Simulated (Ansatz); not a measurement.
input.yaml

```yaml
crystal:
  lattice:
    - [3.147, 0.0, 0.0]
    - [0.0, 3.147, 0.0]
    - [0.0, 0.0, 4.17]
  atoms:
    - { symbol: Zr, position: [0.5, 0.5, 0.5] }
    - { symbol: Hg, position: [0.0, 0.0, 0.0] }
basis:
  ecutwfc: 500
kpoints:
  mp_grid: { grid: [14, 14, 10] }
hamiltonian:
  xc: r2scan
scf:
  occupations: { method: gaussian, width: 0.1 }
output:
  forces: true
  stress: true
  eigenvalues: true
relax:
  adjacent_minimum: "off"
  f_tol: 0.005
  max_steps: 80
  cell: { stress_tol: 0.05 }
```

It can be run as
```bash
ansatz run input.yaml --threads 1 --pin off --backend cpu --events-out ev --progress --plain --runs-dir out  # memory cap (--max-ram) not shown
```

Method: DFT r2SCAN, scalar-relativistic, plane waves, PAW (Ansatz).

From the run's log, abridged (iterations and final results):

```
SCF iter   1: F=—  HF=-18023.299980 eV  |F-HF|=—  |Δ(HF+E_count)|=         —  Δρ=9.34e-3  dr2=6.31e-2  dr2_τ=1.49e-2  ethr=1.77e-3  ⟨swp⟩=4.5  Hψ=16642  notcnv=0
SCF iter   2: F=—  HF=-18023.323684 eV  |F-HF|=—  |Δ(HF+E_count)|=   2.37e-2  Δρ=5.34e-3  dr2=1.97e-2  dr2_τ=7.83e-4  ethr=1.97e-4  ⟨swp⟩=2.5  Hψ=8302  notcnv=0  defer=6
SCF iter   3: F=—  HF=-18023.320852 eV  |F-HF|=—  |Δ(HF+E_count)|=   2.83e-3  Δρ=1.25e-3  dr2=7.74e-4  dr2_τ=8.83e-5  ethr=6.15e-5  ⟨swp⟩=2.4  Hψ=6508  notcnv=0  defer=6
SCF iter   4: F=—  HF=-18023.321072 eV  |F-HF|=—  |Δ(HF+E_count)|=   2.21e-4  Δρ=4.54e-4  dr2=1.45e-4  dr2_τ=4.70e-6  ethr=2.42e-6  ⟨swp⟩=2.6  Hψ=6672  notcnv=0  defer=6
SCF iter   5: F=—  HF=-18023.321140 eV  |F-HF|=—  |Δ(HF+E_count)|=   6.78e-5  Δρ=1.45e-4  dr2=9.70e-6  dr2_τ=5.64e-7  ethr=4.52e-7  ⟨swp⟩=2.0  Hψ=6012  notcnv=0  defer=6
SCF iter   6: F=—  HF=-18023.321153 eV  |F-HF|=—  |Δ(HF+E_count)|=   1.27e-5  Δρ=5.12e-5  dr2=1.56e-6  dr2_τ=8.74e-8  ethr=3.03e-8  ⟨swp⟩=2.0  Hψ=6161  notcnv=0  defer=6
SCF iter   7: F=-18023.321154 eV  HF=-18023.321154 eV  |F-HF|=4.00e-8  |Δ(HF+E_count)|=   1.28e-6  Δρ=1.26e-5  dr2=6.52e-8  dr2_τ=5.49e-9  ethr=3.13e-10  ⟨swp⟩=3.2  Hψ=18246  notcnv=0
SCF 1 converged in 7 iterations: F = -18023.321154 eV  dr2 = 6.52e-8
relax step   1: F+E_penalty+E_count = -18023.32115384 eV  Δ(F+E_penalty+E_count) = +0.000e0 eV  max|allowed force component| = 1.568e-28 eV/Å  Δτ_max = 0.0000 Å  P = +3.100 GPa  Ω = 41.298 Å³  (7 SCF iters, dr2 threshold 1.00e-7 eV, accepted)
Crystal: 2 atoms, lattice volume = 44.140 Å³
Basis set: ecut = 500 eV, 1107 PW (Γ), exchange–correlation on 96×96×128 points (64 copies of the dense FFT grid, shifted against one another)
Initial density: handed on by an earlier stage of this run
Initial wavefunctions: those handed on with the density
SCF iter   1: F=—  HF=-18023.070625 eV  |F-HF|=—  |Δ(HF+E_count)|=         —  Δρ=9.65e-3  dr2=8.46e-2  dr2_τ=1.99e-1  ethr=2.60e-4  ⟨swp⟩=1.0  Hψ=22886  notcnv=0
SCF iter   2: F=—  HF=-18023.314520 eV  |F-HF|=—  |Δ(HF+E_count)|=   2.44e-1  Δρ=4.32e-3  dr2=2.38e-2  dr2_τ=8.78e-4  ethr=2.60e-4  ⟨swp⟩=2.0  Hψ=7600  notcnv=0
SCF iter   3: F=—  HF=-18023.309676 eV  |F-HF|=—  |Δ(HF+E_count)|=   4.84e-3  Δρ=1.68e-3  dr2=2.40e-3  dr2_τ=3.06e-4  ethr=7.43e-5  ⟨swp⟩=1.0  Hψ=6016  notcnv=0
SCF iter   4: F=—  HF=-18023.309709 eV  |F-HF|=—  |Δ(HF+E_count)|=   3.31e-5  Δρ=6.06e-4  dr2=1.77e-4  dr2_τ=1.26e-5  ethr=7.49e-6  ⟨swp⟩=2.1  Hψ=5340  notcnv=0
SCF iter   5: F=—  HF=-18023.309720 eV  |F-HF|=—  |Δ(HF+E_count)|=   1.12e-5  Δρ=1.35e-4  dr2=1.05e-5  dr2_τ=5.70e-7  ethr=5.52e-7  ⟨swp⟩=2.9  Hψ=7594  notcnv=0
SCF iter   6: F=—  HF=-18023.309726 eV  |F-HF|=—  |Δ(HF+E_count)|=   5.47e-6  Δρ=3.32e-5  dr2=5.69e-7  dr2_τ=2.61e-8  ethr=3.27e-8  ⟨swp⟩=2.2  Hψ=5959  notcnv=0
SCF iter   7: F=-18023.309726 eV  HF=-18023.309726 eV  |F-HF|=4.16e-9  |Δ(HF+E_count)|=   2.16e-7  Δρ=1.02e-5  dr2=6.14e-8  dr2_τ=3.82e-9  ethr=6.25e-10  ⟨swp⟩=5.3  Hψ=18249  notcnv=0
SCF 2 converged in 7 iterations: F = -18023.309726 eV  dr2 = 6.14e-8
relax step   2: F+E_penalty+E_count = -18023.30972611 eV  Δ(F+E_penalty+E_count) = +1.143e-2 eV  max|allowed force component| = 3.747e-30 eV/Å  Δτ_max = 0.0000 Å  P = -4.303 GPa  Ω = 44.140 Å³  energy of the carried Pulay correction = -1.709e-3 eV  (7 SCF iters, dr2 threshold 2.00e-7 eV, rejected (line search))
Crystal: 2 atoms, lattice volume = 42.327 Å³
Basis set: ecut = 500 eV, 1067 PW (Γ), exchange–correlation on 96×96×128 points (64 copies of the dense FFT grid, shifted against one another)
SCF iter   1: F=—  HF=-18023.256209 eV  |F-HF|=—  |Δ(HF+E_count)|=         —  Δρ=5.88e-3  dr2=3.52e-2  dr2_τ=6.92e-2  ethr=1.10e-4  ⟨swp⟩=1.0  Hψ=22676  notcnv=0
SCF iter   2: F=—  HF=-18023.336810 eV  |F-HF|=—  |Δ(HF+E_count)|=   8.06e-2  Δρ=2.51e-3  dr2=8.34e-3  dr2_τ=3.21e-4  ethr=1.10e-4  ⟨swp⟩=2.0  Hψ=6906  notcnv=0
SCF iter   3: F=—  HF=-18023.335185 eV  |F-HF|=—  |Δ(HF+E_count)|=   1.63e-3  Δρ=8.78e-4  dr2=6.00e-4  dr2_τ=4.22e-5  ethr=2.61e-5  ⟨swp⟩=2.0  Hψ=5122  notcnv=0
SCF iter   4: F=—  HF=-18023.335192 eV  |F-HF|=—  |Δ(HF+E_count)|=   6.85e-6  Δρ=3.01e-4  dr2=5.70e-5  dr2_τ=4.43e-6  ethr=1.87e-6  ⟨swp⟩=1.7  Hψ=5542  notcnv=0
SCF iter   5: F=—  HF=-18023.335187 eV  |F-HF|=—  |Δ(HF+E_count)|=   4.66e-6  Δρ=8.12e-5  dr2=4.10e-6  dr2_τ=1.82e-7  ethr=1.78e-7  ⟨swp⟩=2.9  Hψ=7511  notcnv=0
SCF iter   6: F=—  HF=-18023.335189 eV  |F-HF|=—  |Δ(HF+E_count)|=   1.67e-6  Δρ=2.02e-5  dr2=2.60e-7  dr2_τ=6.30e-9  ethr=1.28e-8  ⟨swp⟩=2.1  Hψ=5606  notcnv=0
SCF iter   7: F=—  HF=-18023.335193 eV  |F-HF|=—  |Δ(HF+E_count)|=   4.07e-6  Δρ=6.37e-6  dr2=2.20e-8  dr2_τ=1.30e-9  ethr=8.13e-10  ⟨swp⟩=2.1  Hψ=6242  notcnv=0
SCF iter   8: F=—  HF=-18023.335193 eV  |F-HF|=—  |Δ(HF+E_count)|=   1.23e-8  Δρ=1.68e-6  dr2=1.94e-9  dr2_τ=7.01e-11  ethr=6.86e-11  ⟨swp⟩=2.0  Hψ=6069  notcnv=0
SCF iter   9: F=—  HF=-18023.335193 eV  |F-HF|=—  |Δ(HF+E_count)|=   1.56e-9  Δρ=6.15e-7  dr2=2.08e-10  dr2_τ=4.37e-12  ethr=6.07e-12  ⟨swp⟩=2.0  Hψ=6104  notcnv=0
SCF iter  10: F=-18023.335193 eV  HF=-18023.335193 eV  |F-HF|=7.28e-12  |Δ(HF+E_count)|=  2.76e-10  Δρ=1.83e-7  dr2=1.65e-11  dr2_τ=8.85e-13  ethr=1.00e-12  ⟨swp⟩=4.2  Hψ=20760  notcnv=0
the search or the solves at the SCF's close seem to have found levels that the self-consistency loop had missed (the run counts 1). By its estimate they hold under 1e-12 electrons; where the run keeps them, the occupations were computed again with them
SCF 3 converged in 10 iterations: F = -18023.335193 eV  dr2 = 1.65e-11
relax step   3: F+E_penalty+E_count = -18023.33519262 eV  Δ(F+E_penalty+E_count) = -1.404e-2 eV  max|allowed force component| = 2.317e-30 eV/Å  Δτ_max = 0.0000 Å  P = +0.004 GPa  Ω = 42.327 Å³  energy of the carried Pulay correction = -6.312e-4 eV  (10 SCF iters, accepted)
Crystal: 2 atoms, lattice volume = 42.366 Å³
SCF iter   1: F=—  HF=-18023.331374 eV  |F-HF|=—  |Δ(HF+E_count)|=         —  Δρ=1.06e-3  dr2=6.92e-4  dr2_τ=5.39e-3  ethr=2.04e-6  ⟨swp⟩=2.2  Hψ=24150  notcnv=0
SCF iter   2: F=—  HF=-18023.336682 eV  |F-HF|=—  |Δ(HF+E_count)|=   5.31e-3  Δρ=5.98e-4  dr2=2.27e-4  dr2_τ=8.77e-6  ethr=2.04e-6  ⟨swp⟩=2.0  Hψ=7369  notcnv=0
SCF iter   3: F=—  HF=-18023.336663 eV  |F-HF|=—  |Δ(HF+E_count)|=   1.86e-5  Δρ=1.90e-4  dr2=3.90e-5  dr2_τ=1.83e-6  ethr=7.09e-7  ⟨swp⟩=2.0  Hψ=4723  notcnv=0
SCF iter   4: F=—  HF=-18023.336660 eV  |F-HF|=—  |Δ(HF+E_count)|=   3.09e-6  Δρ=7.79e-5  dr2=3.31e-6  dr2_τ=1.41e-7  ethr=1.22e-7  ⟨swp⟩=2.2  Hψ=5387  notcnv=0
SCF iter   5: F=—  HF=-18023.336661 eV  |F-HF|=—  |Δ(HF+E_count)|=   5.64e-7  Δρ=2.82e-5  dr2=4.70e-7  dr2_τ=1.91e-8  ethr=1.03e-8  ⟨swp⟩=2.2  Hψ=5188  notcnv=0
SCF iter   6: F=-18023.336661 eV  HF=-18023.336661 eV  |F-HF|=2.47e-8  |Δ(HF+E_count)|=   1.67e-7  Δρ=9.03e-6  dr2=3.61e-8  dr2_τ=1.06e-9  ethr=6.25e-10  ⟨swp⟩=4.8  Hψ=16730  notcnv=0
SCF 4 converged in 6 iterations: F = -18023.336661 eV  dr2 = 3.61e-8
relax step   4: F+E_penalty+E_count = -18023.33666099 eV  Δ(F+E_penalty+E_count) = -1.468e-3 eV  max|allowed force component| = 1.627e-30 eV/Å  Δτ_max = 0.0000 Å  P = -0.200 GPa  Ω = 42.366 Å³  energy of the carried Pulay correction = -6.528e-4 eV  (6 SCF iters, dr2 threshold 2.00e-7 eV, accepted)
Crystal: 2 atoms, lattice volume = 42.279 Å³
SCF iter   1: F=—  HF=-18023.336209 eV  |F-HF|=—  |Δ(HF+E_count)|=         —  Δρ=4.63e-4  dr2=2.27e-4  dr2_τ=5.65e-4  ethr=8.13e-7  ⟨swp⟩=2.0  Hψ=21438  notcnv=0
SCF iter   2: F=—  HF=-18023.336843 eV  |F-HF|=—  |Δ(HF+E_count)|=   6.34e-4  Δρ=2.34e-4  dr2=6.93e-5  dr2_τ=1.99e-6  ethr=7.11e-7  ⟨swp⟩=2.0  Hψ=6570  notcnv=0
SCF iter   3: F=—  HF=-18023.336834 eV  |F-HF|=—  |Δ(HF+E_count)|=   8.29e-6  Δρ=7.89e-5  dr2=8.55e-6  dr2_τ=3.45e-7  ethr=2.17e-7  ⟨swp⟩=1.9  Hψ=4769  notcnv=0
SCF iter   4: F=—  HF=-18023.336833 eV  |F-HF|=—  |Δ(HF+E_count)|=   1.23e-6  Δρ=2.78e-5  dr2=5.72e-7  dr2_τ=3.24e-8  ethr=2.67e-8  ⟨swp⟩=2.0  Hψ=5026  notcnv=0
SCF iter   5: F=-18023.336833 eV  HF=-18023.336833 eV  |F-HF|=2.37e-8  |Δ(HF+E_count)|=   6.08e-9  Δρ=8.61e-6  dr2=3.00e-8  dr2_τ=1.72e-9  ethr=5.84e-10  ⟨swp⟩=5.3  Hψ=17684  notcnv=0
SCF 5 converged in 5 iterations: F = -18023.336833 eV  dr2 = 3.00e-8
relax step   5: F+E_penalty+E_count = -18023.33683319 eV  Δ(F+E_penalty+E_count) = -1.722e-4 eV  max|allowed force component| = 8.875e-31 eV/Å  Δτ_max = 0.0000 Å  P = +0.004 GPa  Ω = 42.279 Å³  energy of the carried Pulay correction = -5.991e-4 eV  (5 SCF iters, dr2 threshold 1.87e-7 eV, accepted)
Initial wavefunctions: pseudopotential atomic-orbital guess (no wavefunctions were taken with the density)
SCF iter   1: F=—  HF=-18023.337107 eV  |F-HF|=—  |Δ(HF+E_count)|=         —  Δρ=3.75e-4  dr2=1.71e-6  dr2_τ=7.53e-6  ethr=2.22e-8  ⟨swp⟩=3.0  Hψ=29327  notcnv=0
SCF iter   2: F=—  HF=-18023.337391 eV  |F-HF|=—  |Δ(HF+E_count)|=   2.84e-4  Δρ=1.91e-4  dr2=4.43e-7  dr2_τ=7.54e-6  ethr=5.33e-9  ⟨swp⟩=2.0  Hψ=6094  notcnv=0
SCF iter   3: F=—  HF=-18023.337503 eV  |F-HF|=—  |Δ(HF+E_count)|=   1.12e-4  Δρ=8.59e-6  dr2=2.03e-8  dr2_τ=4.23e-9  ethr=1.39e-9  ⟨swp⟩=2.0  Hψ=7340  notcnv=0
SCF iter   4: F=—  HF=-18023.337503 eV  |F-HF|=—  |Δ(HF+E_count)|=   5.24e-8  Δρ=2.33e-6  dr2=2.87e-9  dr2_τ=4.11e-10  ethr=6.34e-11  ⟨swp⟩=2.0  Hψ=6682  notcnv=0
SCF iter   5: F=—  HF=-18023.337503 eV  |F-HF|=—  |Δ(HF+E_count)|=   3.33e-9  Δρ=1.10e-6  dr2=6.04e-10  dr2_τ=4.27e-11  ethr=8.95e-12  ⟨swp⟩=2.0  Hψ=5938  notcnv=0
SCF iter   6: F=—  HF=-18023.337503 eV  |F-HF|=—  |Δ(HF+E_count)|=  9.02e-10  Δρ=3.03e-7  dr2=2.81e-11  dr2_τ=5.69e-12  ethr=1.89e-12  ⟨swp⟩=2.0  Hψ=6487  notcnv=0
SCF iter   7: F=-18023.337503 eV  HF=-18023.337503 eV  |F-HF|=3.64e-12  |Δ(HF+E_count)|=  3.64e-11  Δρ=9.55e-8  dr2=4.20e-12  dr2_τ=6.99e-13  ethr=1.00e-12  ⟨swp⟩=5.4  Hψ=17573  notcnv=0
SCF 6 converged in 7 iterations: F = -18023.337503 eV  dr2 = 4.20e-12
SCF converged after 7 iterations
Free energy (F): -18023.337503 eV
Harris-Foulkes:  -18023.337503 eV  (|F-HF|=3.64e-12)
Internal energy: -18023.328931 eV  (E = F + TS)
E sigma→0 (E₀):  -18023.333217 eV
Entropy (-TS):   -0.008572 eV (-4.286 meV/atom)
Fermi energy:    16.474878 eV
--- Per-component energies (eV) ---
  E_band       = -465.683465
  E_kinetic    = 935.999615
  E_local      = -3120.472881  (includes V_loc(G=0)·N_el)
  E_nonlocal   = 150.250242
  E_hartree    = 1288.257205
  E_xc         = -365.328366
  E_vxc        = -503.324836  (∫ρ·V_xc dr)
  E_paw        = -12939.919263  (= ΣΔE_a)
  E_vpaw       = -537.482022  (= ΣTr[D̂ρ^β])
  E_aug_tail   = 0.000379  (compensation charges beyond the density's cutoff)
  E_vtau       = 32.831743  (kinetic-family band-sum trace: ∫τ·v_τ [+ j·A + Jᵃ·Aᵃ] dr)
  E_ewald      = -3971.802193
  E_core_change = -0.313669  (= ΣΔE_core)
  E_smearing   = -0.008572  (= −TS)
--- Forces (eV/Å), atoms counted from 1 ---
  atom   1  Zr     0.00000000     0.00000000     0.00000000
  atom   2  Hg     0.00000000     0.00000000     0.00000000
--- Stress (GPa, compression-positive) ---
        0.008065       0.000000       0.000000
        0.000000       0.008065       0.000000
        0.000000       0.000000       0.008586
  P = ⅓ Tr σ = 0.0082 GPa (0.082 kbar)
--- Band table (eV; the first three rows and the last of 216) ---
  k-point 0: bands = ["-101.3789", "-49.1605", "-49.1488", "-49.1488", "-34.2595", "-11.7412", "-11.1937", "-11.1937", "7.2416", "7.7971", "8.1921", "9.0492", "9.0492", "9.4731", "15.5177", "15.8333", "17.6974", "19.9779", "19.9779", "21.1849"]
  k-point 1: bands = ["-101.3789", "-49.1606", "-49.1488", "-49.1488", "-34.2593", "-11.7457", "-11.1938", "-11.1938", "7.3165", "7.8042", "8.2544", "9.0570", "9.0570", "9.4743", "15.4380", "15.4865", "17.7125", "19.8050", "19.8050", "21.1754"]
  k-point 2: bands = ["-101.3789", "-49.1607", "-49.1488", "-49.1488", "-34.2588", "-11.7574", "-11.1942", "-11.1942", "7.5031", "7.8228", "8.4638", "9.0777", "9.0777", "9.4774", "14.4903", "15.4056", "17.7252", "19.4189", "19.4189", "21.1504"]
  k-point 215: bands = ["-101.3775", "-49.1762", "-49.1762", "-49.1560", "-34.1286", "-11.7708", "-11.7708", "-11.6198", "8.0350", "8.4593", "8.4593", "9.2889", "10.0862", "13.7070", "14.3751", "14.3751", "16.5367", "19.4209", "22.4763", "23.4631"]
--- Relaxed structure (5 steps of the walk, 4 accepted, 1 SCFs on fresh bases) ---
  F+E_penalty+E_count = -18023.33750340 eV   max|allowed force component| = 2.391e-30 eV/Å   (the final SCF, on the basis selected at the relaxed cell)
  cell:  # Å, volume = 42.2788 Å³
    - [3.13517491, 0.0, 0.0]
    - [0.0, 3.13517491, 0.0]
    - [0.0, 0.0, 4.30129814]
  atoms:
    - { symbol: Zr, position: [0.5, 0.5, 0.5] }
    - { symbol: Hg, position: [0.0, 0.0, 0.0] }
```

The relaxation met its thresholds.

Spin–orbit coupling is left out, which can shift energies with elements as heavy as these.